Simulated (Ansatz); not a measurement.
Given:

InSe (beta-GaS type, space group P6_3/mmc)

Space group P6₃/mmc (No. 194); a = 4.0320 Å, b = 4.0320 Å, c = 16.7626 Å, α = 90.00°, β = 90.00°, γ = 120.00°

```csv
atom,site,symmetry,x,y,z
In,4f,3m.,0.6667,0.3333,0.3333
Se,4f,3m.,0.3333,0.6667,0.0899
```

Equation-of-state scan: isotropic scaling of the cell above, V₀ being its volume. The atoms relax within the cell's symmetry.

Method: PBE-D3(BJ) (plane waves to 420 eV, PAW, scalar-relativistic; Ansatz, a first-principles code). k mesh 9×9×2 (Γ-centred), Fermi-Dirac smearing 0.05 eV. Energies are smeared free energies. Stress and pressure are positive under compression. With the shape held, the modulus is that of even scaling; a crystal free to change shape is softer. InSe was relaxed with its symmetry unable to fall. The PAW data are Ansatz's earlier set. The zero of ΔE is the relaxed starting cell.

The scan covers V/V₀ from 0.900 to 1.100 in 9 points.

Task: What is the fitted pressure derivative B₀′?

Result: 5.8.

Task: What bulk modulus at fixed cell shape B₀ follows from a third-order Birch-Murnaghan fit?

Result: 27.9 GPa.

(A scan under strain: stresses follow from slopes of the energy per volume, elastic moduli from its curvatures.)
